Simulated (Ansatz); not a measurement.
Data:

ZrIr₃ in space group I4/mmm (No. 139; Ir on 2b, Ir on 4d, Zr on 2a), a = 3.9383 Å, b = 3.9383 Å, c = 7.9126 Å, α = 90.00°, β = 90.00°, γ = 90.00°; the cell used has 4 atoms.

This is the PBEsol-relaxed structure.

Question: All from PBEsol in the plane-wave PAW code Ansatz, unless another level is named. Predict the formation energy from the elements (no fitted shifts).

Answer: -0.56 eV/atom.

Question: Give the density of states at the Fermi level.

Answer: 0.77 states/eV per atom (mean over ±0.08 eV).

A made-up cell: these elements were put on the sites of a structure type; neither database checked (COD, Materials Project) lists it. COD files the formula under space group No. 221. Its standing as an ambient phase is unchecked. The cell was relaxed with PBEsol under the symmetry of its start; whether a distortion lowers the energy is not shown. No spin polarisation was allowed. Axis ratios of metals converge slowly with the k-mesh, so a and c are less sure than the volume. The references are the lowest solids computed at this level, not always the standard phases. Spin–orbit coupling is left out wherever it is not named.

Potentials: the earlier of the program's two PAW sets. The files were generated under PBE; for other functionals the program regenerates the frozen cores, and for LDA and PBEsol the local potential too.
